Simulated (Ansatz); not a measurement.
P (black-P type, space group Cmce)

```
P
1.0
    1.65108    -5.34538     0.00000
    1.65108     5.34538     0.00000
    0.00000     0.00000     4.46666
P
4
Cartesian
  1.65108   1.05920   2.61344
  1.65108  -1.05920   1.85322
  1.65108  -4.28618   4.08655
  1.65108   4.28618   0.38011
```

In each cell atom 2 (P, nearest neighbour P at 2.213 Å; its periodic images, 3.3 Å or more away, move with it) moves by s·(0.000, 0.000, 1.000) (along Cartesian z), the rest being held.

All values below come from r2SCAN+rVV10 (plane waves to 500 eV, PAW, scalar-relativistic; Ansatz, a quantum-chemistry and plane-wave program). k mesh 8×8×6 (Γ-centred), Fermi-Dirac smearing 0.05 eV. The energy includes the smearing's −TS. With partly filled bands, energies and forces of such displacements shift with the k mesh and the smearing. P was relaxed with its symmetry unable to fall. ΔE is measured from the undisplaced structure. The last digit holds for this mesh only.

```tsv
s (Å)	ΔE (meV/cell)
-0.440	1528.2
-0.352	969.4
-0.264	withheld
-0.176	233.4
-0.088	56.6
0.000	0.0
0.088	51.3
0.176	195.1
0.264	413.7
0.352	688.3
0.440	996.6
```

Question: Fit a polynomial form (powers 2, 3, 4) to the given rows and predict ΔE at s = -0.264.

Answer: Least squares on the 10 given rows: ΔE = (6966)·s² + (-3146)·s³ + (-2293)·s⁴, in meV/cell with s in Å; root-mean-square residual 2.26 meV/cell. At -0.264 the fit gives 532.2 meV/cell; the calculation gives 537.0 meV/cell, so the interpolation is off by -4.8 (-0.9 %). The quadratic term alone would give 485.5 meV/cell.

(For displaced atoms, the force is minus the slope of the energy, and its curvature is a force constant, which sets phonon frequencies.)
